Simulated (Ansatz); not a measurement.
## MoS2: reading a single point

```
CELL_PARAMETERS angstrom
1.58857 2.75148 0.00000
4.76571 -2.75148 0.00000
0.00000 0.00000 12.35566
ATOMIC_POSITIONS crystal
Mo 0.00000 0.33330 0.25000
Mo 0.50000 0.83330 0.25000
Mo 0.49995 0.16665 0.75000
Mo 0.99995 0.66665 0.75000
S 0.00000 0.33330 0.62300
S 0.50000 0.83330 0.62300
S 0.49995 0.16665 0.12300
S 0.99995 0.66665 0.12300
S 0.00000 0.33330 0.87700
S 0.50000 0.83330 0.87700
S 0.00005 0.66665 0.37700
S 0.50005 0.16665 0.37700
```

The numbers come from plane-wave PAW DFT (Ansatz): PBE, with U_eff = 3.51 eV on Mo d (all-electron-ortho-atomic projectors), collinear spin, 420 eV, 7×4×2 Γ-centred k points, fermi-dirac occupations (width 0.0131 eV). Nothing was relaxed.

The state carries no moments; the state need not be the lowest.

- Electronic structure: The gap is 0.97 eV, indirect or between spins (the least direct gap found is 1.45 eV).
- Charges: Bader charges in e: Mo +1.23, S -0.61. In the mean Mo gives up most and S takes most.
- Contacts: Mo–S at 2.41 Å: least valence density 0.60 e/Å³ and ELF 0.45 there. Both are smooth PAW fields, read partly inside the augmentation spheres.
- Stress: The pressure is 0.8 GPa (compression positive), so with the atoms held at these fractions the cell would first expand.
- Forces: The largest is on S5 (and as large on other atoms): 0.19 eV/Å, components (0.00, 0.00, 0.19). It makes 50° with the line to a nearest neighbour, Mo3 at 2.41 Å.
- Band edges: Within 0.7 eV of the edges, the states project mainly on Mo d (55 %) and S p (40 %) below the gap and on Mo d (68 %) and S p (27 %) above it.

Origin: a database entry at a rescaled volume.
